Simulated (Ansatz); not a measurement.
**What DFT gives for Cu2CO3**

```xyz
12
Lattice="2.2678 3.9279 0.0000 -2.2678 3.9279 0.0000 0.0000 0.0000 5.2159" Properties=species:S:1:pos:R:3 pbc="T T T"
C     0.0000    0.0000    1.3040
C     0.0000    0.0000    3.9120
O    -0.9475    3.9279    1.3040
O     0.6601    1.1434    3.9120
O    -0.6601    1.1434    1.3040
O     0.9475    3.9279    3.9120
O     1.6076    2.7845    1.3040
O    -1.6076    2.7845    3.9120
Cu   -0.0002    2.6187    0.0000
Cu   -0.0002    5.2370    2.6080
Cu    0.0002    5.2370    0.0000
Cu    0.0002    2.6187    2.6080
```

Level: PBE, with U_eff = 5.72 eV on Cu d, U_eff = 1.39 eV on O p (atomic projectors), collinear spin; 420 eV; 6×6×4 Γ-centred mesh; fermi-dirac occupations (width 0.0157 eV); Ansatz 0.2.0, fixed geometry.

The state carries no moments; the state need not be the lowest.

- Charges: Bader charges in e: Cu +0.77, C +2.01, O -1.18. In the mean C gives up most and O takes most.
- Forces: The largest is on O3 (and as large on other atoms): 3.33 eV/Å, components (-3.33, 0.00, 0.00). It makes 0° with the line to a nearest neighbour, C1 at 1.32 Å, pointing towards it.
- Band edges: Within 0.7 eV of the edges, the states project mainly on Cu d (60 %) and O p (37 %) below the gap and on C p (40 %), O p (27 %) and Cu s (16 %) above it.
- Electronic structure: The gap is 0.25 eV, indirect or between spins (the least direct gap found is 0.93 eV). A semilocal functional usually gives too small a gap.

Origin: a known structure type with other elements, at an estimated volume, so it need not be a known compound. Caveats: the input typed no starting moments; atoms or cell far from equilibrium.
